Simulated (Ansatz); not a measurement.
SnRu3C:
```yaml
crystal:
  lattice:
    - [4.06627, 0.00000, 0.00000]
    - [0.00000, 4.06627, 0.00000]
    - [0.00000, 0.00000, 4.06627]
  atoms:
    - { symbol: Sn, position: [0.00000, 0.00000, 0.00000] }
    - { symbol: Ru, position: [0.00000, 0.50000, 0.50000] }
    - { symbol: Ru, position: [0.50000, 0.00000, 0.50000] }
    - { symbol: Ru, position: [0.50000, 0.50000, 0.00000] }
    - { symbol: C, position: [0.50000, 0.50000, 0.50000] }
```

Relaxed with r²SCAN.

Question: Map the electron localisation function on the plane through (0.000, 0.000, 0.000) spanned by u = [1, 0, 0] and v = [0, 1, 1] in lattice vectors, from the program Ansatz at the r²SCAN level (PAW).

Answer: x is the fraction of u, y of v (the angle between them is 90°; rows are the nearest grid lines); atoms in the plane: Sn at (0.00, 0.00), Ru at (0.00, 0.50), C at (0.50, 0.50).
```
|000133333222333331000|
|000233333222333332000|
|112333443333344333211|
|333334443333344433333|
|333344433444334443333|
|334444333444333444433|
|433333333343333333334|
|433222344555443222334|
|654222457787754222456|
|886422589999985224688|
|679843799535997348976|
|258954797202797459852|
|258954797202797459852|
|679843799535997348976|
|886422589999985224688|
|654222457787754222456|
|433222344555443222334|
|433333333343333333334|
|334444333444333444433|
|333344433444334443333|
|333334443333344433333|
|112333443333344333211|
|000233333222333332000|
|000133333222333331000|
```
Scale: ten equal steps from 0.001 (start of '0') to 0.737 (end of '9'), in the order '0123456789'; x runs from 0.000 to 1.00, y from 0.000 (bottom) to 1.00 (top).

The density is the valence pseudo-density with augmentation charge, so density and ELF within about 1 Å of a nucleus are not all-electron values.

Space group Pm-3m (anti-perovskite). The start of the workflow was typed in or built on a structure type; neither database checked (COD, Materials Project) lists it. Whether it is the stable phase at ambient conditions was not checked. The r²SCAN relaxation kept the symmetry of its start; its stability against distortions is not shown here. No spin polarisation was allowed. Scalar-relativistic: spin–orbit coupling is off unless named, which matters more the heavier the elements.

Potentials: the later of the program's two PAW sets.
